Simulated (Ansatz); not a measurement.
Simulated (Ansatz). Plane-wave DFT: natural occupations of the f shells on orthogonalised atomic orbitals at the end of the run, rising, by spin; atoms or cell relaxed as the task says.

```
cell
1.0
     4.5774    4.5774    0.0000
     4.5774   -4.5774    0.0000
     0.0000    0.0000  -11.9871
Eu In Zn
4 12 4
Direct
  0.0000 0.5000 0.5063
  0.0000 0.0000 0.0063
  0.5000 0.0000 0.5063
  0.5000 0.5000 0.0063
  0.2500 0.7500 0.2412
  0.2500 0.2500 0.7412
  0.7500 0.2500 0.2412
  0.7500 0.7500 0.7412
  0.2500 0.2500 0.2412
  0.2500 0.7500 0.7412
  0.7500 0.7500 0.2412
  0.7500 0.2500 0.7412
  0.0000 0.5000 0.8980
  0.0000 0.0000 0.3980
  0.5000 0.0000 0.8980
  0.5000 0.5000 0.3980
  0.5000 0.5000 0.6133
  0.5000 0.0000 0.1133
  0.0000 0.0000 0.6133
  0.0000 0.5000 0.1133
```

Starting moments (μB): Eu number 1 7.61, Eu number 2 7.61, Eu number 3 7.61, Eu number 4 7.61; others 0.

- cell charge: 0 e
- spin: collinear
- scf start: atoms
- lower state search: off
- functional: r2SCAN
- wave cutoff: 500 eV
- k mesh: 3, 3, 2
- k shift: 0, 0, 0.5 mesh steps
- gaussian smearing: 0.05 eV
- task: single point

Results:

```
shell atom  shell element  shell spin  shell occupation 1 (e)  shell occupation 2 (e)  shell occupation 3 (e)  shell occupation 4 (e)  shell occupation 5 (e)  shell occupation 6 (e)  shell occupation 7 (e)
         1             Eu          up                    0.98                    0.98                    0.98                    0.98                    0.99                    0.99                    0.99
         1             Eu        down                       0                       0                       0                       0                       0                       0                       0
         2             Eu          up                    0.98                    0.98                    0.98                    0.98                    0.99                    0.99                    0.99
         2             Eu        down                       0                       0                       0                       0                       0                       0                       0
         3             Eu          up                    0.98                    0.98                    0.98                    0.98                    0.99                    0.99                    0.99
         3             Eu        down                       0                       0                       0                       0                       0                       0                       0
         4             Eu          up                    0.98                    0.98                    0.98                    0.98                    0.99                    0.99                    0.99
         4             Eu        down                       0                       0                       0                       0                       0                       0                       0
```

Caveats: 4f shell without a U, which puts 4f levels too near the Fermi level; occupations loosely converged; open f or d shells may hold a state above the lowest.
